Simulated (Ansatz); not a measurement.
**Strain response of Cu**

These are results of DFT r2SCAN, scalar-relativistic, plane waves, PAW (Ansatz), not measurements. (500 eV cutoff, 24×24×12 k-mesh, Gaussian smearing of 0.10 eV, no spin polarisation)

The relaxed crystal:

```
Cu
1.0
     2.53050    0.00000    0.00000
    -1.26525    2.19148    0.00000
     0.00000    0.00000    4.12986
Cu
2
Direct
  0.33333 0.66667 0.25000
  0.66667 0.33333 0.75000
```

Deformation: biaxial strain in the a-b plane, with the length and tilt of c and the atoms relaxed, all within the symmetry that the strain leaves. Energies are extrapolated to zero smearing. On this cell's mesh the reference holds a stress of up to 0.52 GPa.

```csv
strain (%),ΔE (meV/atom),a (Å),b (Å),c (Å)
-6.0,102.5,2.379,2.379,4.318
-4.0,41.6,2.429,2.429,4.251
-2.0,9.0,2.480,2.480,4.192
+0.0,0.0,2.530,2.530,4.130
+2.0,9.8,2.581,2.581,4.083
+4.0,34.0,2.632,2.632,4.027
+6.0,67.3,2.682,2.682,3.961
```

Problem. What stiffness (1/V) d²E/dε² at zero strain does a cubic fit over all points give?

Solution. A cubic fit gives (1/V) d²E/dε² = 660 GPa at zero strain (twice the biaxial modulus).

Problem. How does the free axis c answer a small strain?

Solution. Between the innermost points its strain is -0.66 times the applied one.

This form isn't the element's structure at ambient conditions.